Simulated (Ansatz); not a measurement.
Relaxed-ion elastic tensor of Sb (simple cubic, Pm-3m) in GPa (Voigt order), r²SCAN in the plane-wave PAW code Ansatz; density 6.87 g/cm³, 29.43 Å³ per atom.

```csv
,1,2,3,4,5,6
1,137,21.3,21.3,0.0,0.0,0.0
2,21.3,137,21.3,0.0,0.0,0.0
3,21.3,21.3,137,0.0,0.0,0.0
4,0.0,0.0,0.0,15.5,0.0,0.0
5,0.0,0.0,0.0,0.0,15.5,0.0
6,0.0,0.0,0.0,0.0,0.0,15.5
```

Problem. Is the crystal mechanically stable?

Solution. Yes: the smallest eigenvalue of C is 15.5 GPa.

Problem. Work out the Voigt, Reuss and Hill averages.

Solution. K_V = 59.7, K_R = 59.7, K_H = 59.7; G_V = 32.4, G_R = 22.0, G_H = 27.2 GPa.

Problem. Give Young's modulus, Poisson's ratio, Pugh's ratio and the universal anisotropy index.

Solution. E = 9KG/(3K + G) = 70.8 GPa; ν = 0.30; K/G = 2.20 (ductile by the Pugh limit of 1.75); A_U = 5G_V/G_R + K_V/K_R − 6 = 2.37.

Problem. Estimate the sound speeds and the Debye temperature.

Solution. v_l = √((K + 4G/3)/ρ) = 3740 m/s, v_t = √(G/ρ) = 1990 m/s, mean 2220 m/s; Θ = (h/k)(3n/4πV)^(1/3) v_m = 214 K.

Problem. Give the Zener ratio and Young's modulus along [100], [110] and [111].

Solution. A = 2C44/(C11 − C12) = 0.27; 1/E = S11 − 2(S11 − S12 − S44/2)Γ with Γ = 0, 1/4, 1/3 gives 131, 51.6, 42.9 GPa.

Problem. Solve the Christoffel equation for the three sound speeds along [100], [110], [111].

Solution. Eigenvalues of C_ijkl n_j n_l equal ρv². In km/s, slowest first: [100] 1.50, 1.50, 4.46; [110] 1.50, 2.90, 3.71; [111] 2.52, 2.52, 3.42.

The first step of the workflow began from a Materials Project structure, measured or hypothetical; the Crystallography Open Database files this formula in space group No. 221, but the cells were not matched. It is not the phase usual at ambient conditions (space group No. 166). Symmetry was held in the r²SCAN relaxation; its stability against distortions is not shown here. As this level gives no gap, shear constants depend on the k-mesh and smearing (Fermi–Dirac, 0.1 eV here). Spin–orbit coupling is left out wherever it is not named.

Potentials: the earlier of the program's two PAW sets.
